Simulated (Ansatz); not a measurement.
Total density of states per atom from the program Ansatz at the PBE level (PAW), in 0.25 eV bins, energy from the Fermi level:

```
E (eV) | states/eV/atom
    -7.85 | ######### 0.62
    -7.60 | ########### 0.78
    -7.35 | ####### 0.50
    -7.10 | ## 0.14
    -6.85 | # 0.06
    -6.60 |  0.03
    -6.35 |  0.02
    -6.10 |  0.03
    -5.85 | ## 0.16
    -5.60 | ### 0.24
    -5.35 | ### 0.23
    -5.10 | ####### 0.48
    -4.85 | ##################### 1.46
    -4.60 | ################# 1.18
    -4.35 | ################### 1.35
    -4.10 | ###################### 1.56
    -3.85 | ############################# 2.05
    -3.60 | ######################## 1.72
    -3.35 | ####################### 1.63
    -3.10 | ########################## 1.81
    -2.85 | ################## 1.29
    -2.60 | ################## 1.24
    -2.35 | ############################## 2.12
    -2.10 | ################### 1.33
    -1.85 | ############ 0.85
    -1.60 | ######## 0.53
    -1.35 | ###### 0.40
    -1.10 | #### 0.30
    -0.85 | ###### 0.40
    -0.60 | ######## 0.56
    -0.35 | ######## 0.54
    -0.10 | ######## 0.58
     0.15 | ######## 0.59
     0.40 | ####### 0.46
     0.65 | ###### 0.41
     0.90 | ###### 0.40
     1.15 | ###### 0.45
     1.40 | ###### 0.41
     1.65 | ##### 0.38
     1.90 | ###### 0.40
     2.15 | ####### 0.46
     2.40 | ##### 0.33
     2.65 | ##### 0.33
     2.90 | ###### 0.43
     3.15 | ###### 0.44
     3.40 | ######### 0.61
     3.65 | ######### 0.65
     3.90 | ######## 0.56
     4.15 | ####### 0.47
     4.40 | ##### 0.37
     4.65 | ###### 0.42
```

Q: Pick the material that matches.
A) Be2Sn, fluorite or antifluorite type
B) SnPd, P6/mmm (Pd on 3f, Sn on 2d, Sn on 1a)
C) Ti4SnS8, P-3m1 (Pearson symbol hP13)
D) Ga, P6/mmm (Ga on 2c)

A: B, SnPd, P6/mmm (Pd on 3f, Sn on 2d, Sn on 1a). Within 0.5 eV of the Fermi level: Sn 5p 54 %, Pd 4d 32 %, Sn 5s 11 %. Projections are on Löwdin-orthogonalised atomic valence shells; empty p or d shells of many metals are not among them.

The start of the workflow was typed in or built on a structure type; neither database checked (COD, Materials Project) lists it. COD files the formula under space group No. 62, 194. Whether it is the stable phase at ambient conditions was not checked. The PBE relaxation kept the symmetry of its start; its stability against distortions is not shown here. No spin polarisation was allowed. Spin–orbit coupling is left out wherever it is not named.

Potentials: the earlier of the program's two PAW sets.
